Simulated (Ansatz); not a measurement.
**Mo (dhcp): energy against volume**

Method: Ansatz, DFT, r2SCAN, plane waves (500 eV) with PAW, scalar-relativistic. (PAW data from PBE, frozen cores regenerated.)

The cell is scaled uniformly from the relaxed one, with fractional coordinates and shape fixed. Energies are extrapolated to zero smearing, pressures are those at the given smearing. Magnetic state: spin not included.

A Birch-Murnaghan fit gives V₀ = 15.92 Å³/atom, B₀ = 250 GPa, B₀′ = 4.0.

Problem. What are the energy above the minimum and the pressure at 14.024 Å³/atom?

Solution. 218.0 meV/atom and 40.95 GPa as computed.

Problem. What are the energy above the minimum and the pressure at 14.662 Å³/atom?

Solution. 89.5 meV/atom and 24.50 GPa as computed.

Problem. What are the energy above the minimum and the pressure at 15.299 Å³/atom?

Solution. 20.4 meV/atom and 11.02 GPa as computed.
